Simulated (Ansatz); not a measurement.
Equation of state of LiCe3 under PBE

```xyz
4
Lattice="4.7379 0.0000 0.0000 0.0000 4.7379 0.0000 0.0000 0.0000 4.7379" Properties=species:S:1:pos:R:3 pbc="T T T"
Ce    2.3689    0.0000    2.3689
Ce    0.0000    2.3689    2.3689
Ce    2.3689    2.3689    0.0000
Li    0.0000    0.0000    0.0000
```

The cell comes from a database or a generator and needn't be the stable form of this composition.

The cell was scaled at fixed shape and fractions and run with Ansatz, Ansatz PAW, cutoff 420 eV; PBE, k mesh 6 × 6 × 6 on the cell of 4 atoms, fermi-dirac occupations of 0.05 eV, collinear spin, ferromagnetic start, no spin-orbit coupling. Energies are those that the program minimises, any entropy of the smearing included. For a metal such a mesh isn't converged to the digits shown. The magnetic state is the one that the start led to, which needn't be the lowest. Plain semilocal runs treat an open f shell poorly.

| V (Å³/atom) | energy over the lowest row (meV/atom) |
| --- | --- |
| 24.9929 | 7.330 |
| 25.5247 | 3.316 |
| 26.0565 | 0.921 |
| 26.5882 | 0.000 |
| 27.1200 | 0.422 |
| 27.6518 | ? |
| 28.1835 | 4.864 |

Fit the third-order Birch-Murnaghan form, give V0, B0 and B′, and predict the energy left open.

With y = (V0/V)^(2/3), E = E0 + (9 V0 B0/16) [(y - 1)³ B′ + (y - 1)² (6 - 4y)]. Least squares through the rows shown give V0 = 26.6791 Å³/atom, E0 = -0.021 meV, B0 = 20.04 GPa (1 eV/Å³ = 160.218 GPa) and B′ = 3.51, with a largest miss of 0.002 meV. At V = 27.6518 the form with these constants gives 2.080 meV; the run gave 2.076 meV an atom.
